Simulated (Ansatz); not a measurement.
Clean, relaxed (111) surface of Ir, space group Fm-3m (No. 225) (top face towards +c; atoms held fixed, by place in the list: 1, 2, 3, 4, 5, 6, 7, 8):

```
Ir
1.0
     5.43132    0.00000    0.00000
    -2.71566    4.70366    0.00000
     0.00000    0.00000   23.65198
Ir
16
Direct
  0.33333 0.16667 0.35938
  0.33333 0.66667 0.35938
  0.83333 0.16667 0.35938
  0.83333 0.66667 0.35938
  0.66667 0.33333 0.45313
  0.66667 0.83333 0.45313
  0.16667 0.33333 0.45313
  0.16667 0.83333 0.45313
  0.00000 0.50000 0.54554
  0.00000 0.00000 0.54554
  0.50000 0.50000 0.54554
  0.50000 0.00000 0.54554
  0.33333 0.66667 0.63805
  0.33333 0.16667 0.63805
  0.83333 0.66667 0.63805
  0.83333 0.16667 0.63805
```

Theory: DFT PBE+D3(BJ), scalar-relativistic, plane waves, PAW (Ansatz). Plane waves to 420 eV, a k mesh through Γ of 6×6×1 on the computed 16-atom cell and Gaussian smearing (0.10 eV); no spin polarisation. The cell repeats along c with a dipole correction in the vacuum.

Al (atom) is adsorbed on the top face, one adsorbate per 25.5 Å², and relaxed from 2 starting sites (fractions of a and b). E_ads counts from the clean slab and the free adsorbate (spin-polarised where it has unpaired electrons); negative means bound. Heights count from the highest slab atom after relaxation. Δφ is the top face's. Δp counts per cell along +c. Bonded neighbours lie within 1.25 times the sum of covalent radii (1.35 for H) and, on that scale, within 12 % of the closest. With the adsorbate the cell is lengthened along c to keep the vacuum.

```
                            start ends at E_ads (eV) height (Å) shortest contact  Δφ (eV)  Δp (e·Å)
         top (Ir) at (0.33, 0.67) (0.33, 0.67), 1 bonded neighbour (Ir)       -3.83        2.40      Al–Ir 2.40 Å    -0.90    +0.131
hollow (Ir-Ir-Ir) at (0.17, 0.33) (0.17, 0.33), 3 bonded neighbours (Ir)       -4.46        1.90      Al–Ir 2.48 Å    -1.21    +0.171
```

Among the sites tried, the lowest end comes from the hollow (Ir-Ir-Ir) at (0.17, 0.33) start; other sites may lie lower.

Each end is the local minimum or symmetric point that its start leads to. The slab is only 6.7 Å thick, so the energies aren't converged with thickness.

The adsorbed runs have no spin polarisation, so weakly bound open-shell ends lie too high.